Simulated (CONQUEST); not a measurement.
CONQUEST run on Sb (Pm-3m, 1 atom in the cell; from Materials Project mp-133, changed as shown): self-consistent single point.

Level of theory: PBEsol, numerical atomic orbitals double-zeta with polarisation (the shipped basis), PseudoDojo norm-conserving potentials made for PBEsol (CONQUEST 1.3).

The change in words: volume scaled by 0.96. Reference geometry (Pm-3m):
```xyz
1
Lattice="3.1117 0.0000 0.0000 0.0000 3.1117 0.0000 0.0000 0.0000 3.1117" Properties=species:S:1:pos:R:3 pbc="T T T"
Sb     0.0000     0.0000     0.0000
```

Reference input (self-consistent single point, DFT, PBEsol, numerical atomic orbitals double-zeta with polarisation (the shipped basis), PseudoDojo norm-conserving potentials made for PBEsol): basis = DZP; Diag.MPMeshX, Y, Z = 10 10 10; potentials = PseudoDojo norm-conserving PBEsol; Grid.GridCutoff = 140 Ha; DM.SolutionMethod = diagon; Diag.kT = 0.003675 Ha; Diag.GammaCentred = true; minE.SCTolerance = 1.0e-06; SC.MaxIters = 100; SC.LinearMixingFactor = 0.5; SC.KerkerPreCondition = true; SC.KerkerFactor = 0.5 1/bohr. This run's input differs from it in these lines:

```diff
@@ -31,5 +31,5 @@
 # file: input.coords
-     5.880274010      0.000000000      0.000000000
-     0.000000000      5.880274010      0.000000000
-     0.000000000      0.000000000      5.880274010
+     5.800801578      0.000000000      0.000000000
+     0.000000000      5.800801578      0.000000000
+     0.000000000      0.000000000      5.800801578
 1
```

Log, with long lists cut:

```
    PulayMixSC: Starting Pulay mixing, A_up =  0.500 A_dn =  0.500
    PulayMixSC: Spin non-polarised calculation.
    PulayMixSC: with Kerker preconditioning, q0 =  0.500
          Harris-Foulkes Energy            :       -90.773521846624476 Ha
          Free Energy (E-TS)               :       -90.773951741555777 Ha
    PulayMixSC: Pulay iteration     1 residual:              0.12217E-02
          Harris-Foulkes Energy            :       -90.773329090600839 Ha
          Free Energy (E-TS)               :       -90.773758444602947 Ha
    PulayMixSC: Pulay iteration     2 residual:              0.10416E-02
   [... lines left out ...]
          Free Energy (E-TS)               :       -90.773078733914119 Ha
    PulayMixSC: Pulay iteration    13 residual:              0.17011E-05
          Harris-Foulkes Energy            :       -90.772656135771030 Ha
          Free Energy (E-TS)               :       -90.773078475192918 Ha
    PulayMixSC: Pulay iteration    14 residual:              0.13111E-05
          Harris-Foulkes Energy            :       -90.772655836957412 Ha
          Free Energy (E-TS)               :       -90.773078173017950 Ha
    PulayMixSC: Pulay iteration    15 residual:              0.99532E-06
    PulayMixSC: Reached SCF tolerance of  0.99532E-06 after     15 iterations
      | Number of electrons      =        15.000023
      | GS Energy as E-(1/2)TS   =       -90.772867004987688 Ha
      | Free Energy as E-TS      =       -90.773078173017950 Ha
      |* Harris-Foulkes energy   =       -90.772655836957412 Ha
      |* DFT total energy        =       -90.772655836805598 Ha

    force: Forces on atoms (Ha/a0)
    force:  Atom   X              Y              Z
    force:     1  -0.0000000000  -0.0000000000  -0.0000000000

    force: Maximum force :        0.00000000(Ha/a0) on atom         1 in z direction
    force: Force Residual:        0.00000000 Ha/a0
    force: Total stress:          0.96189589     0.00000000     0.00000000 GPa
                             0.00000000     0.96189589     0.00000000
                             0.00000000     0.00000000     0.96189589
    force: Average pressure:     -0.96189589 GPa

    get_E_and_F: Change in energy during last step of electronic optimisation:  0.29881E-06
```

The run converged in 15 iterations. CONQUEST prints the stress tensor with tension positive. Against the reference run the free energy goes down by 11.1 meV/atom and the pressure goes from -2.25 to -0.96 GPa.

The program uses no crystal symmetry, so grid and mesh can part values that symmetry would make equal. The atom-centred basis is finite, which shifts total energies and pressures against plane waves. The structure comes from a collection of computed structures, made at another level of theory; the collection holds predicted forms beside known ones. Its lattice was then scaled.

Cost on one core: around 60 core-seconds (rough).
